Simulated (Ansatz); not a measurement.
A generator proposed this cell of Sr₃CuH₂.

```cif
data_structure
_symmetry_space_group_name_H-M 'P 1'
_symmetry_Int_Tables_number 1
_cell_length_a 6.0833
_cell_length_b 6.0833
_cell_length_c 3.5038
_cell_angle_alpha 90.000
_cell_angle_beta 90.000
_cell_angle_gamma 120.000
_cell_volume 112.29
loop_
_atom_site_label
_atom_site_type_symbol
_atom_site_fract_x
_atom_site_fract_y
_atom_site_fract_z
_atom_site_occupancy
Sr1 Sr 0.50000 0.00000 0.50000 1
Sr2 Sr 0.50000 0.50000 0.50000 1
Sr3 Sr 0.00000 0.50000 0.50000 1
Cu1 Cu 0.00000 0.00000 0.00000 1
H1 H 0.33333 0.66667 0.00000 1
H2 H 0.66667 0.33333 0.00000 1
```

Level of theory: DFT PBE, scalar-relativistic, plane waves, PAW in Ansatz 0.2.0. Cutoff 420 eV; k points 3×3×6 on the computed 6-atom cell (Γ-centred); Gaussian smearing, width 0.10 eV; no spin polarisation.

Formation energies are uncorrected and refer to the elements' standard structures at the same level (H₂ as a molecule).

**Question.** What does a single point on this coarse mesh give?

**Answer.** The pressure is 7.7 GPa (the mean over three directions, positive in compression), the largest force is 0.00 eV/Å (symmetry fixes the atoms), and the energy is +0.34 eV/atom against the elements. The shortest distance is 2.48 Å.

**Question.** Is it a good guess?

**Answer.** A rough one: relaxing gains about 0.21 eV/atom (the start's value is from the coarse mesh, so the gain is rough) in 12 ionic steps and ends at +0.13 eV/atom on the finer mesh. The symmetry stays P6/mmm (No. 191). The volume per atom grows by 27.9 %, from 18.7 to 23.9 Å³. The shortest distance goes from 2.48 Å (Sr–H) to 2.64 Å (Sr–H). The ratio c/a of the conventional cell changes by a factor of 0.85. Conventional cell: a = 6.971 Å, c = 3.413 Å. Around Sr lie 4 H at 2.64 Å, 6 Sr at 3.41–3.49 Å and 4 Cu at 3.88 Å; Cu has 2 Cu at 3.41 Å and 12 Sr at 3.88 Å; H has 6 Sr at 2.64 Å.

The last run used a 6×6×12 mesh (in the run's order of axes) for its 6-atom cell and Gaussian smearing of 0.10 eV. The cell is a metal run without spin; a magnetic state may lie lower. With hydrogen, zero-point motion can shift formation energies by some tens of meV/atom. The relaxation can't lower the symmetry of the start, and the grade says only how near the guess is to its own end. A structure relaxed within its symmetry needn't be a true minimum. Another cell of Sr3CuH2 relaxed alike, in P-62m, lies 104 meV/atom lower, so this cell isn't the stable form at this level.
